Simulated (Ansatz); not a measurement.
YCo in space group R-3m (No. 166; Y on 6c, Co on 6c), plane-wave PAW PBE (Ansatz code), all energies at zero smearing, with the estimated change up to a 700 eV cutoff added, with one set of potentials and settings (totals compare only within such a set). Cell of 4 atoms (2 Y, 2 Co): -17950.443 eV.

```csv
element,reference phase,E (eV/atom)
Y,"P6_3/mmc, 2 atoms in the cell",-3848.6668
Co,"P6_3/mmc, 2 atoms in the cell, spin-polarised",-5126.1559
```

Formation energy per atom, worked out: (-17950.443 − 2×(-3848.6668) − 2×(-5126.1559))/4 = -0.199 eV/atom (-19 kJ per mol of atoms), at 0 K, without zero-point energy or fitted corrections.

The workflow started from a Materials Project entry (that database holds measured and hypothetical structures alike); the Crystallography Open Database copy checked does not list it. Whether it is the stable phase at ambient conditions was not checked. The PBE relaxation kept the symmetry of its start, as lowered by the spin order; whether a distortion lowers the energy is not shown. The final state is ferrimagnetic, the only order run, not a proven ground state. The references are the lowest solids computed at this level, not always the standard phases.

Potentials: the later of the program's two PAW sets.
